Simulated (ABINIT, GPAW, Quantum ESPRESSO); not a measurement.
LiBe: 3 runs at one level of theory

```xyz
2
Lattice="2.8112 0.0000 0.0000 0.0000 2.8112 0.0000 0.0000 0.0000 2.8112" Properties=species:S:1:pos:R:3 pbc="T T T"
Be    1.4056    1.4056    1.4056
Li    0.0000    0.0000    0.0000
```

The cell comes from a database or a generator and needn't be the stable form of this composition.

Alike in all runs: task single point; functional PBE; k mesh 9 × 9 × 9; occupations fermi-dirac, width 0.05 eV; no spin polarisation; no spin-orbit coupling. Pressure is positive in compression and, in plane waves, holds the error of the finite cutoff.

```csv
program and potentials,plane-wave cutoff (eV),notes,pressure (GPa)
"GPAW, GPAW PAW data sets (gpaw-data 1.2.1)",800,1.5 valence electrons an atom on average,1.14
"Quantum ESPRESSO, SSSP 1.3 efficiency PBE",748,3.5 valence electrons an atom on average,?
"ABINIT, JTH PAW PBE v2.0",517,3.5 valence electrons an atom on average,-0.08
```

Estimate from the other rows what the run with Quantum ESPRESSO, SSSP 1.3 efficiency PBE gave.

Pressure 0.47 GPa. The other rows, which needn't bracket it: pressure -0.08 to 1.14.
